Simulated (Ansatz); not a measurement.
Cu3Sb:
```
Cu3Sb
1.0
    4.44688     0.00000     0.00000
   -2.22344     3.85111     0.00000
    0.00000     0.00000     4.85647
Sb Cu
1 3
Direct
  0.00000   0.00000   0.00000
  0.00000   0.00000   0.50000
  0.33333   0.66667   0.00000
  0.66667   0.33333   0.00000
```

Relaxed with PBEsol. Special points in fractions of this cell's reciprocal vectors: Γ (0.000, 0.000, 0.000); M (0.500, 0.000, 0.000); K (0.333, 0.333, 0.000); A (0.000, 0.000, 0.500); L (0.500, 0.000, 0.500); H (0.333, 0.333, 0.500).

### Question
List the band energies nearest the Fermi level at these points for PBEsol (plane waves, PAW; program Ansatz).

### Answer
In eV from the Fermi level; about four levels below and three above (degenerate sets whole), none deeper than 8.9 eV; points with the same levels are listed once.

```json
[
 {"k": "Γ", "below": "-2.67 -2.67 -2.66 -2.66", "above": "0.04 0.50 0.50"},
 {"k": "M", "below": "-2.75 -2.55 -2.50 -1.49", "above": "0.50 1.31 2.86"},
 {"k": "K", "below": "-2.64 -2.51 -2.51 -1.45", "above": "1.02 3.75 3.75"},
 {"k": "A", "below": "-2.89 -2.89 -2.75 -2.58 -2.58", "above": "0.27 1.13 1.13"},
 {"k": "L", "below": "-2.35 -1.98 -1.86 -0.55", "above": "0.94 3.83 4.12"},
 {"k": "H", "below": "-2.65 -2.65 -2.64 -2.39 -2.39 -1.92", "above": "0.50 0.50 5.14"}
]
```

Space group P6/mmm. The start of the workflow was typed in or built on a structure type; neither database checked (COD, Materials Project) lists it. Whether it is the stable phase at ambient conditions was not checked. Symmetry was held in the PBEsol relaxation. At this level the phase is dynamically unstable (imaginary phonons). The run is not spin-polarised. Its formation energy is positive at this level, so the cell may be metastable or incomplete. Spin–orbit coupling is left out wherever it is not named.

Potentials: the earlier of the program's two PAW sets. The files were generated under PBE; for other functionals the program regenerates the frozen cores, and for LDA and PBEsol the local potential too.
